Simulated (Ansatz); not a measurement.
## Sr: two-dimensional strain map

Computed with DFT r2SCAN, scalar-relativistic, plane waves, PAW in Ansatz. Cutoff 500 eV, Γ-centred 12×12×8 k-points, Gaussian smearing of 0.15 eV. No spin polarisation. Energies are free energies at this smearing, counted from the undisturbed cell; pressure is positive in compression.

Zero of the scan (as given, not relaxed at this level; it stands at 0.1 GPa; this form isn't the usual structure):

```
Sr
1.0
     4.31000    0.00000    0.00000
    -2.15500    3.73257    0.00000
     0.00000    0.00000    7.05000
Sr
2
Direct
  0.33333 0.66667 0.25000
  0.66667 0.33333 0.75000
```

The cell is strained by p along both x and y and by q along z, fractional coordinates fixed. Points are written (p, q).

p was sampled at -0.080, -0.040, 0.000, 0.040, 0.080 and q at -0.080, -0.040, 0.000, 0.040, 0.080.

Question: Where on the computed points is the energy highest, and how high?

Answer: At (-0.080, -0.080): 150.7 meV/atom.

Question: Away from (0, 0), which computed point is lowest?

Answer: (0.000, 0.040): 4.8 meV/atom.

The map, in meV/atom:

| p \ q | -0.080 | -0.040 | 0.000 | 0.040 | 0.080 |
| --- | --- | --- | --- | --- | --- |
| -0.080 | 150.7 | 105.6 | 83.2 | 82.1 | 99.3 |
| -0.040 | 74.7 | 37.5 | 19.7 | 20.3 | 37.1 |
| 0.000 | 39.3 | 11.3 | 0.0 | 4.8 | 23.7 |
| 0.040 | 38.1 | 18.6 | 14.7 | 24.6 | 47.1 |
| 0.080 | 64.7 | 53.0 | 56.0 | 71.4 | 97.8 |